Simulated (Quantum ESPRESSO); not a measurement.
Si3AlC3N, input and log of a self-consistent run

Simulated, not a measurement. The program is pw.x of Quantum ESPRESSO 7.5 (plane-wave density functional theory). The cell is made up: 8 atoms on a zincblende/diamond lattice, with randomly drawn elements, strain and displacements, not relaxed. PseudoDojo standard norm-conserving files (v0.5 for PBE, v0.4.1 for LDA and PBEsol) set the functional; there is no spin polarisation, spin-orbit coupling or dispersion term, and the masses in the input are unused placeholders.

Input:

```
&control calculation='scf', pseudo_dir='./dojo.nc.sr.pbe.v0_5.standard.upf', outdir='./o', disk_io='medium', tprnfor=.true., tstress=.true. /
&system ibrav=0, nat=8, ntyp=4, nbnd=22, ecutwfc=84.00895049, nosym=.true., tot_charge=0,
 occupations='smearing', smearing='fd', degauss=0.0018374661
/
&electrons conv_thr=7.350e-09, electron_maxstep=60, /
ATOMIC_SPECIES
Al 1.0 Al.upf
C 1.0 C.upf
N 1.0 N.upf
Si 1.0 Si.upf
CELL_PARAMETERS angstrom
4.3379 0.0608 -0.0702
0.0608 4.4934 -0.0694
-0.0702 -0.0694 4.4504
ATOMIC_POSITIONS angstrom
Si -0.1205 -0.0033 0.003
Si 0.0182 2.2596 2.2714
Al 2.222 0.052 2.289
Si 2.1368 2.29 -0.1419
C 1.1018 1.1234 1.0551
C 1.052 3.4044 3.2962
C 3.1061 1.1285 3.2008
N 3.2428 3.4296 0.9662
K_POINTS automatic
4 4 4 1 1 1
```

The log is shortened where brackets say so; the opening notice, blank lines, dates and the lines on written files are dropped, and the path of the files is cut. It prints rydbergs, bohrs and kilobars, and counts compression as positive stress. With no partly filled state, the Fermi energy that it prints is only some level between the filled and the empty states on the mesh, and need not lie in the true gap.

```
     Program PWSCF v.7.5
     Parallel version (MPI & OpenMP), running on       1 processor cores
     Number of MPI processes:                 1
     Threads/MPI process:                     1
     [start-up lines left out]
     bravais-lattice index     =            0
     lattice parameter (alat)  =       8.1993  a.u.
     unit-cell volume          =     584.9992 (a.u.)^3
     number of atoms/cell      =            8
     number of atomic types    =            4
     number of electrons       =        32.00
     number of Kohn-Sham states=           22
     kinetic-energy cutoff     =      84.0090  Ry
     charge density cutoff     =     336.0358  Ry
     scf convergence threshold =      7.3E-09
     mixing beta               =       0.7000
     number of iterations used =            8  plain     mixing
     Exchange-correlation= PBE
                           (   1   4   3   4   0   0   0)
     [axes and pseudopotential details left out]
   Cartesian axes
     site n.     atom                  positions (alat units)
         1        Si     tau(   1) = (  -0.0277721  -0.0007606   0.0006914  )
         2        Si     tau(   2) = (   0.0041946   0.5207779   0.5234975  )
         3        Al     tau(   3) = (   0.5121121   0.0119846   0.5275538  )
         4        Si     tau(   4) = (   0.4924757   0.5277843  -0.0327042  )
         5        C      tau(   5) = (   0.2539357   0.2589139   0.2431726  )
         6        C      tau(   6) = (   0.2424581   0.7846239   0.7596867  )
         7        C      tau(   7) = (   0.7158737   0.2600893   0.7376995  )
         8        N      tau(   8) = (   0.7473794   0.7904318   0.2226835  )
     number of k points=    32  Fermi-Dirac smearing, width (Ry)=  0.0018
                       cart. coord. in units 2pi/alat
        k(    1) = (   0.1253682   0.1209474   0.1257317), wk =   0.0625000
        k(    2) = (   0.1292624   0.1246610   0.3695872), wk =   0.0625000
     [further k points left out]
     Dense  grid:    60853 G-vectors     FFT dimensions: (  48,  50,  50)
     Estimated max dynamical RAM per process >      69.96 MB
     Initial potential from superposition of free atoms
     starting charge      31.9956, renormalised to      32.0000
     Starting wfcs are   32 randomized atomic wfcs
     total cpu time spent up to now is        5.8 secs
     per-process dynamical memory:    44.6 Mb
     Self-consistent Calculation
     iteration #  1     ecut=    84.01 Ry     beta= 0.70
     Davidson diagonalization with overlap
     ethr =  1.00E-02,  avg # of iterations =  3.3
     total cpu time spent up to now is       16.6 secs
     total energy              =     -86.20034063 Ry
     estimated scf accuracy    <       2.01755279 Ry
     iteration #  2     ecut=    84.01 Ry     beta= 0.70
     Davidson diagonalization with overlap
     ethr =  6.30E-03,  avg # of iterations =  2.0
     total cpu time spent up to now is       25.4 secs
     total energy              =     -86.79570902 Ry
     estimated scf accuracy    <       1.11211857 Ry
     iteration #  3     ecut=    84.01 Ry     beta= 0.70
     Davidson diagonalization with overlap
     ethr =  3.48E-03,  avg # of iterations =  2.0
     total cpu time spent up to now is       31.7 secs
     total energy              =     -86.97846290 Ry
     estimated scf accuracy    <       0.03132740 Ry
     iteration #  4     ecut=    84.01 Ry     beta= 0.70
     Davidson diagonalization with overlap
     ethr =  9.79E-05,  avg # of iterations =  7.7
     total cpu time spent up to now is       44.0 secs
     total energy              =     -86.99386655 Ry
     estimated scf accuracy    <       0.00484676 Ry
     iteration #  5     ecut=    84.01 Ry     beta= 0.70
     Davidson diagonalization with overlap
     ethr =  1.51E-05,  avg # of iterations =  5.6
     total cpu time spent up to now is       55.0 secs
     total energy              =     -86.99456008 Ry
     estimated scf accuracy    <       0.00220210 Ry
     iteration #  6     ecut=    84.01 Ry     beta= 0.70
     Davidson diagonalization with overlap
     ethr =  6.88E-06,  avg # of iterations =  2.6
     total cpu time spent up to now is       63.8 secs
     total energy              =     -86.99458494 Ry
     estimated scf accuracy    <       0.00045533 Ry
     iteration #  7     ecut=    84.01 Ry     beta= 0.70
     Davidson diagonalization with overlap
     ethr =  1.42E-06,  avg # of iterations =  5.1
     total cpu time spent up to now is       72.6 secs
     total energy              =     -86.99464987 Ry
     estimated scf accuracy    <       0.00003009 Ry
     iteration #  8     ecut=    84.01 Ry     beta= 0.70
     Davidson diagonalization with overlap
     ethr =  9.40E-08,  avg # of iterations =  3.3
     total cpu time spent up to now is       81.5 secs
     total energy              =     -86.99466494 Ry
     estimated scf accuracy    <       0.00000377 Ry
     iteration #  9     ecut=    84.01 Ry     beta= 0.70
     Davidson diagonalization with overlap
     ethr =  1.18E-08,  avg # of iterations =  2.0
     total cpu time spent up to now is       89.2 secs
     total energy              =     -86.99466492 Ry
     estimated scf accuracy    <       0.00000168 Ry
     iteration # 10     ecut=    84.01 Ry     beta= 0.70
     Davidson diagonalization with overlap
     ethr =  5.25E-09,  avg # of iterations =  2.0
     total cpu time spent up to now is       96.0 secs
     total energy              =     -86.99466516 Ry
     estimated scf accuracy    <       0.00000005 Ry
     iteration # 11     ecut=    84.01 Ry     beta= 0.70
     Davidson diagonalization with overlap
     ethr =  1.71E-10,  avg # of iterations =  3.1
     total cpu time spent up to now is      103.3 secs
     End of self-consistent calculation
          k = 0.1254 0.1209 0.1257 (  7590 PWs)   bands (ev):
    -7.3300  -4.2350  -1.9933  -1.4152   1.2248   1.4292   2.9636   3.9188
     4.6900   4.9944   5.2147   5.8834   6.4007   7.1793   8.1997   8.5788
     9.9753  11.0253  11.5251  13.4958  13.7131  14.0207
     [levels at the other k points left out]
     the Fermi energy is     9.4130 ev
!    total energy              =     -86.99466520 Ry
     estimated scf accuracy    <          6.4E-09 Ry
     smearing contrib. (-TS)   =      -0.00000000 Ry
     internal energy E=F+TS    =     -86.99466520 Ry
     The total energy is F=E-TS. E is the sum of the following terms:
     one-electron contribution =      14.04961474 Ry
     hartree contribution      =      12.86378755 Ry
     xc contribution           =     -30.88836890 Ry
     ewald contribution        =     -83.01969858 Ry
     convergence has been achieved in  11 iterations
     Forces acting on atoms (cartesian axes, Ry/au):
     atom    1 type  4   force =     0.07027391    0.04704259    0.02026044
     atom    2 type  4   force =    -0.00059199   -0.05437066   -0.08026573
     atom    3 type  1   force =    -0.19037428   -0.15287296   -0.18938340
     atom    4 type  4   force =    -0.01308074   -0.02107754    0.06322568
     atom    5 type  2   force =    -0.06618786    0.04832360   -0.01335337
     atom    6 type  2   force =    -0.03831395   -0.02893844    0.01859266
     atom    7 type  2   force =     0.20658443    0.20251467    0.18733463
     atom    8 type  3   force =     0.03169049   -0.04062127   -0.00641090
     Total force =     0.498073     Total SCF correction =     0.000059
     Computing stress (Cartesian axis) and pressure
          total   stress  (Ry/bohr**3)                   (kbar)     P=       -6.51
   0.00007067   0.00002529   0.00080868           10.40        3.72      118.96
   0.00002529  -0.00014278   0.00082450            3.72      -21.00      121.29
   0.00080868   0.00082450  -0.00006071          118.96      121.29       -8.93
     init_run     :      5.30s CPU      5.63s WALL (       1 calls)
     electrons    :     89.42s CPU     97.51s WALL (       1 calls)
     forces       :      1.24s CPU      1.26s WALL (       1 calls)
     stress       :      4.69s CPU      4.72s WALL (       1 calls)
     [timing details left out]
     PWSCF        :   1m40.81s CPU   1m49.35s WALL
     JOB DONE.
```

In other units: free energy -1183.623 eV for the cell, pressure -0.65 GPa, largest force component 5.311 eV/Å. A rerun of this cell at 1437 eV and a 6 x 6 x 6 mesh moved values by no more than 0.006 eV in energy, 0.02 GPa in stress and 0.004 eV/Å in force.